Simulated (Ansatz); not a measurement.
Si₃N₄:
```yaml
crystal:
  lattice:
    - [0.00000, 3.86507, 3.86507]
    - [3.86507, 0.00000, 3.86507]
    - [3.86507, 3.86507, 0.00000]
  atoms:
    - { symbol: Si, position: [0.62500, 0.62500, 0.62500] }
    - { symbol: Si, position: [0.12500, 0.62500, 0.62500] }
    - { symbol: Si, position: [0.62500, 0.12500, 0.62500] }
    - { symbol: Si, position: [0.62500, 0.62500, 0.12500] }
    - { symbol: Si, position: [0.25000, 0.25000, 0.25000] }
    - { symbol: Si, position: [0.00000, 0.00000, 0.00000] }
    - { symbol: N, position: [0.86757, 0.86757, 0.86757] }
    - { symbol: N, position: [0.39729, 0.86757, 0.86757] }
    - { symbol: N, position: [0.86757, 0.39729, 0.86757] }
    - { symbol: N, position: [0.86757, 0.86757, 0.39729] }
    - { symbol: N, position: [0.38243, 0.38243, 0.38243] }
    - { symbol: N, position: [0.85271, 0.38243, 0.38243] }
    - { symbol: N, position: [0.38243, 0.85271, 0.38243] }
    - { symbol: N, position: [0.38243, 0.38243, 0.85271] }
```

Relaxed with r²SCAN.

### Question
Give the Bader charges and basin volumes of the independent atoms, r²SCAN in the plane-wave PAW code Ansatz.

### Answer


```csv
atom,Bader charge (e),Bader volume (Å³)
Si1,+3.21,2.7
Si5,+3.15,3.4
N7,-2.39,12.2
```

Space group Fd-3m. The cell was relaxed with r²SCAN under the symmetry of its start.

Potentials: the later of the program's two PAW sets.
